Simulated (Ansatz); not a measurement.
Polymorphs of GaAs, each relaxed with r²SCAN in the plane-wave PAW code Ansatz:

A: P4_2/mmc, a = 3.742 Å, b = 3.742 Å, c = 6.740 Å, α = 90.00°, β = 90.00°, γ = 90.00°

B: P6_422, a = 4.0261 Å, b = 4.0261 Å, c = 8.8523 Å, α = 90.00°, β = 90.00°, γ = 120.00°

C: zinc blende (F-43m), a = 5.6665 Å, b = 5.6665 Å, c = 5.6665 Å, α = 90.00°, β = 90.00°, γ = 90.00°

D: rock salt (Fm-3m), a = 5.3292 Å, b = 5.3292 Å, c = 5.3292 Å, α = 90.00°, β = 90.00°, γ = 90.00°

E: NiAs type (P6_3/mmc), a = b = 3.7426 Å, c = 6.3030 Å, α = β = 90.00°, γ = 120.00°

F: I-4m2, a = b = 5.0877 Å, c = 2.8865 Å, α = β = γ = 90.00°

**Question.** Put the candidates in order of energy per atom at 0 K, lowest first, for r²SCAN.

**Answer.** C (+0 meV/atom), B (+223 meV/atom), D (+421 meV/atom), E (+455 meV/atom), F (+484 meV/atom), A (+661 meV/atom)

**Question.** Give each one's gap.

**Answer.** A no gap; B no gap; C 0.96 eV; D no gap; E no gap; F no gap.

Constructed cells (a structure type filled with these elements, in neither database checked): A; D. Typed or built starts, not in the databases checked: B; E. Not the usual ambient phase: A; B; D; E; F. All cells were relaxed under the symmetry of their starts (and spin orders); stability against distortions was not tested throughout. Spin–orbit coupling is left out wherever it is not named.

Energies hold the estimated change up to a 700 eV cutoff; steps of a few meV lie near the error of the meshes.

Potentials: the later of the program's two PAW sets.
